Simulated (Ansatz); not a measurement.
## Property card for ScMo3C

ScMo$_{3}$C:
```xyz
5
Lattice="4.1867 0.0000 0.0000 0.0000 4.1867 0.0000 0.0000 0.0000 4.1867" Properties=species:S:1:pos:R:3 pbc="T T T"
Sc     0.0000     0.0000     0.0000
Mo     0.0000     2.0933     2.0933
Mo     2.0933     0.0000     2.0933
Mo     2.0933     2.0933     0.0000
C      2.0933     2.0933     2.0933
```

Space group Pm-3m (No. 221), anti-perovskite; conventional cell a = b = c = 4.187 Å, α = β = γ = 90.00°.

Method: PBEsol in the plane-wave PAW code Ansatz. Geometry: relaxed at this level of theory. Other levels are named where they apply.

Cell and energy:

* **Volume per atom**: 14.68 Å³
* **Density**: 7.80 g/cm³
* **Formation energy from the elements (no fitted shifts)**: 0.020 eV/atom

Electronic structure:

- Electronic character = metallic (no gap)
- Density of states at the Fermi level = 0.78 states/eV per atom (mean over ±0.08 eV)
- Gap with spin–orbit coupling = none (metallic)

Mechanics:

- Bulk modulus (Birch–Murnaghan fit) = 227 GPa
- Pressure derivative B′ = 4.1
- Elastic constants (relaxed ions, GPa) = C11 = 368, C12 = 156, C44 = 35.7
- Mechanical stability = stable (all eigenvalues of C positive)
- Hill bulk and shear moduli = 227 and 56.2 GPa
- Young's modulus = 156 GPa
- Poisson's ratio = 0.39
- Debye temperature from the elastic constants = 369 K

Phonons:

- Highest zone-centre frequency = 652 cm⁻¹
- Zone-centre stability = no imaginary mode at Γ

The start of the workflow was typed in or built on a structure type; neither database checked (COD, Materials Project) lists it. Its standing as an ambient phase is unchecked. Symmetry was held in the PBEsol relaxation. No spin polarisation was allowed. As this level gives no gap, shear constants depend on the k-mesh and smearing (Fermi–Dirac, 0.1 eV here). As this level gives no gap, phonon frequencies hold no LO–TO term and depend on the k-mesh and smearing (Fermi–Dirac, 0.1 eV here). The references are the lowest solids computed at this level, not always the standard phases. Spin–orbit coupling is left out wherever it is not named.

Potentials: the later of the program's two PAW sets.
